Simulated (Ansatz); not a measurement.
The elements of this relaxed trial crystal are hidden behind letters.

```
lattice vectors (Å)
   2.7421    0.0000    0.0000
  -1.3710    2.3747    0.0000
   0.0000    0.0000   13.1556
fractional positions
X 0.0000 0.0000 0.6652
X 0.0000 0.0000 0.3348
Z 0.0000 0.0000 0.0000
Z 0.3333 0.6667 0.8291
Z 0.3333 0.6667 0.1709
Z 0.3333 0.6667 0.5000
```

Method: DFT PBE, scalar-relativistic, plane waves, PAW (Ansatz). Cutoff 420 eV, Γ-centred 18×18×4 mesh (6-atom cell), Gaussian smearing of 0.10 eV, no spin polarisation.

| Property | Result |
| --- | --- |
| Space group | P-6m2 (No. 187) |
| Conventional cell | a = 2.742 Å, c = 13.156 Å |
| Volume per atom | 14.28 Å³ |
| Density | 18.82 g/cm³ |
| Formation energy | 0.00 eV/atom |
| Gap on the 18×18×4 mesh of the 6-atom cell | 0 eV (a metal) |

Energies are uncorrected and count from the elements' standard states at the same level.

**Question.** X is a d-block element of period 5 and Z is a d-block element of period 6. Which elements are they?

**Answer.** X = Ru, Z = Ir, so the formula is Ir2Ru. Density times volume gives a mean mass of 18.82 × 14.28/1.6605 = 161.8 u per atom, and this set has 161.8 u. Ru is surrounded by 6 Ir at 2.67–2.69 Å and 6 Ru at 2.74 Å; around Ir on a site of symmetry -6m2 lie 12 Ir at 2.74–2.75 Å; Ir on a site of symmetry 3m has 3 Ru at 2.67 Å and 9 Ir at 2.74–2.75 Å; 1 more site not described. Other sets within the hints have nearly the same mass, so mass alone doesn't settle it; this one was computed.

Spin–orbit coupling, which can matter for Ir, is left out. A later test with randomly moved atoms came back to the same energy, though modes that don't fit the test's cell weren't probed.
